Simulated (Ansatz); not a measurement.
Method: Ansatz 0.2.0, DFT PBE, scalar-relativistic, plane waves, PAW. All cells share a 420 eV cutoff and Γ-centred k meshes spaced at most about 0.3 Å⁻¹ (2π included). No spin polarisation in the final relaxations.

These are static total energies at zero pressure.

Two relaxed structures of LiTlF4:

1.

Space group P2_1/m (No. 11). a = 3.781 Å, b = 7.755 Å, c = 5.571 Å, α = 90.00°, β = 108.69°, γ = 90.00°
| atom | site | symmetry | x | y | z |
| --- | --- | --- | --- | --- | --- |
| Li | 2e | m | 0.1936 | 0.7500 | 0.9041 |
| Tl | 2d | -1 | 0.5000 | 0.5000 | 0.5000 |
| F | 4f | 1 | 0.8796 | 0.4818 | 0.2544 |
| F | 2e | m | 0.6263 | 0.7500 | 0.7573 |
| F | 2e | m | 0.6193 | 0.2500 | 0.7376 |

2.

Space group P4/mmm (No. 123). a = 3.766 Å, b = 3.766 Å, c = 5.306 Å, α = 90.00°, β = 90.00°, γ = 90.00°
| atom | site | symmetry | x | y | z |
| --- | --- | --- | --- | --- | --- |
| Li | 1a | 4/mmm | 0.0000 | 0.0000 | 0.0000 |
| Tl | 1d | 4/mmm | 0.5000 | 0.5000 | 0.5000 |
| F | 4i | 2mm. | 0.5000 | 0.0000 | 0.2503 |

Question: Which would you expect to be lower, and how large is the difference?

Answer: Cell 1 is lower, by 28 meV/atom. Cell 1 has space group P2_1/m (No. 11), 12.9 Å³/atom and a gap of 1.96 eV on its mesh; cell 2 has Li and Tl ordered on fluorite sites, space group P4/mmm (No. 123), 12.5 Å³/atom and a gap of 1.94 eV. Counting F atoms around Li and Tl (those within 1.25 times the shortest such distance or 1.15 times the sum of covalent radii, 1.27 where that leaves under three; the shortest distance is added where it exceeds 1.18 times the sum of covalent radii), cell 1 has Li 5, Tl 8 and cell 2 has Li 8 from 2.3 Å, Tl 8. Both come from invented guesses.

These runs have no spin–orbit coupling, which can matter for Tl. Kohn–Sham gaps at this level usually fall short of measured ones. The missing spin–orbit coupling can work the other way here. Cells relaxed within their symmetry can be saddle points. The P2_1/m cell of LiTlF4 came from shaking the P4/mmm one.
